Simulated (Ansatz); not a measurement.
SiBi$_{2}$O$_{5}$ in space group Cmcm (No. 63; Pearson symbol oS32), plane-wave PAW r²SCAN (Ansatz code). The conduction-band minimum lies at Y, with 1 equivalent valley. Second derivatives d²E/dk² of the lowest band at one valley (eV·Å²), along Cartesian directions:

```json
[
 {"direction": "[100]", "d²E/dk²": "4.231"},
 {"direction": "[010]", "d²E/dk²": "18.40"},
 {"direction": "[001]", "d²E/dk²": "19.79"},
 {"direction": "[110]", "d²E/dk²": "11.32"},
 {"direction": "[101]", "d²E/dk²": "12.01"},
 {"direction": "[011]", "d²E/dk²": "19.09"}
]
```

**Question.** Find the principal effective masses, the density-of-states mass and the conductivity mass.

**Answer.** Off-diagonal terms follow from H_xy = H[110] − (H_xx + H_yy)/2, and m*/mₑ = 7.620 eV·Å² over each eigenvalue: 0.39, 0.41, 1.8. One valley's DOS mass (m₁m₂m₃)^(1/3) = 0.66, conductivity mass 3/(Σ 1/mᵢ) = 0.54 mₑ.

**Question.** What effective density of states Nc follows at 300 K for parabolic valleys?

**Answer.** Nc = 2.509e19 × 1 × (0.66)^(3/2) ≈ 1.3e19 cm⁻³.

The start of the workflow was typed in or built on a structure type; neither database checked (COD, Materials Project) lists it. Its standing as an ambient phase is unchecked. The cell was relaxed with r²SCAN under the symmetry of its start; whether a distortion lowers the energy is not shown. Spin–orbit coupling is left out wherever it is not named.

Potentials: the earlier of the program's two PAW sets.

Edges and masses are those of Kohn–Sham bands, whose gap is no quasiparticle gap.
